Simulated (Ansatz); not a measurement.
CuIr$_{2}$S$_{4}$ (spinel, space group No. 227) under volume change, DFT-LDA in the program Ansatz with PAW potentials, shape and atoms relaxed at each volume.

```csv
V (Å³/atom),E − E(relaxed) (meV/atom),P (GPa)
14.868,70.9,17.05
15.358,29.5,10.27
15.849,6.9,4.65
16.339,0.0,0.01
16.829,6.0,-3.83
17.319,22.7,-6.97
17.809,48.2,-9.54
```

### Question
What does a third-order Birch–Murnaghan fit give for V₀, B₀ and B′?

### Answer
V₀ = 16.34 Å³/atom, B₀ = 140 GPa, B′ = 5.4.

Space group Fd-3m (spinel). The workflow started from an entry of the Crystallography Open Database (COD, 295 K), which files this formula under 2 space groups. Its standing as an ambient phase is unchecked. Symmetry was held in the LDA relaxation; of distortions, only those at the zone centre were tested. No spin polarisation was allowed. Spin–orbit coupling is left out wherever it is not named.

Potentials: the later of the program's two PAW sets.
